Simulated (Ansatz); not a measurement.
**GdTl3 (Pm-3m) under compression and expansion**

The reference geometry is a structure as deposited in COD; nothing is relaxed.

The runs share PBEsol, 6×6×6 k mesh, Fermi–Dirac smearing of 0.05 eV. PAW means Ansatz 0.2.0 on its default frozen-core files; LAPW is all-electron LAPW in Ansatz 0.2.0. Site moments are integrated in spheres about the atoms, whose radii differ between the methods.

The reference run was typed so:

```yaml
crystal:
  lattice:
    - [4.69, 0.0, 0.0]
    - [0.0, 4.69, 0.0]
    - [0.0, 0.0, 4.69]
  atoms:
    - { symbol: Gd, position: [0.0, 0.0, 0.0], spin: 7.0 }
    - { symbol: Tl, position: [0.0, 0.5, 0.5] }
    - { symbol: Tl, position: [0.5, 0.0, 0.5] }
    - { symbol: Tl, position: [0.5, 0.5, 0.0] }
magnetization:
  spin_polarized: true
kpoints:
  mp_grid: { grid: [6, 6, 6] }
scf:
  occupations: { method: fermi_dirac, width: 0.05 }
hamiltonian:
  xc: pbesol
  pseudopotentials: { kind: paw }
output:
  forces: true
  stress: true
  eigenvalues: true
  populations: true
  write_density: true
  write_potential: true
  elf: true
  volumetric_format: npy
```

Command: `ansatz run input.yaml --threads 2 --pin off --max-ram 6144MiB --backend cpu --events-out ev --progress --plain --runs-dir out`

The input for «volume scaled by 0.7» by LAPW differs from it in these lines, output keys apart:

```diff
-    - [4.69, 0.0, 0.0]
-    - [0.0, 4.69, 0.0]
-    - [0.0, 0.0, 4.69]
+    - [4.1642697682, 0.0, 0.0]
+    - [0.0, 4.1642697682, 0.0]
+    - [0.0, 0.0, 4.1642697682]
-  pseudopotentials: { kind: paw }
+  pseudopotentials: { kind: all_electron, lapw: { basis_error: 0.001 } }
```

The cell shown is scaled evenly to other volumes, and every spin-polarised run starts from the same moments.

The search for lower states is left at its default.

```
V/V₀  Å³/atom  M PAW (μB/cell)  M LAPW (μB/cell)  largest site moment, PAW (μB)  P PAW (GPa)  P LAPW (GPa)  F − F(unpolarised), PAW (meV/atom)
 0.7    18.05             7.01              7.01                           6.94         49.7          49.7                               -1741
0.76    19.60             7.06                 –                           6.97            ?             –                               -1772
0.82    21.15             7.09                 –                           6.99         18.7             –                                   ?
0.88    22.70             7.09                 –                           7.00         10.2             –                               -1808
0.94    24.24             7.09              7.09                           7.00          4.3           4.3                               -1816
   1    25.79             7.07              7.07                           7.00          0.2           0.2                               -1820
1.06    27.34             7.04              7.04                           6.98         -2.6          -2.6                               -1820
1.12    28.89             7.01                 –                           6.96            ?             –                               -1817
 1.2    30.95             6.97                 –                           6.94         -6.2             –                               -1809
```

Fill in "F − F(unpolarised), PAW (meV/atom)" for the row "0.82".

-1794.

Give the missing entry: row "1.12", column "P PAW (GPa)".

-4.5.

What belongs in the row "0.76", column "P PAW (GPa)"?

31.2.

The moments survive down to the smallest volume, V/V₀ = 0.7 at 50 GPa, where the largest is 6.94 μB.

Fit a third-order Birch–Murnaghan equation to the PAW pressures of the magnetic runs between 0.85 and 1.11 V₀. What are the zero-pressure volume and bulk modulus?

V = 25.89 Å³/atom (1.004 V₀), B = 55 GPa, B′ = 5.1, with a worst miss of 0.01 GPa. Cell shape and inner coordinates are held, so these aren't the relaxed crystal's values unless symmetry fixes them.

The PAW files were made with PBE; the program remakes their cores once for the run's functional and then keeps them frozen. Without U a semilocal functional puts the f levels too near the Fermi level, which can change moments and the order of magnetic states; site and cell moments are spin moments.  Spin–orbit coupling is left out although heavy atoms are present. With open f shells a run can end in a state that isn't the lowest. The magnetic state is the one that this cell and start allow. It needn't be the compound's measured order, which may need a larger cell or be absent.
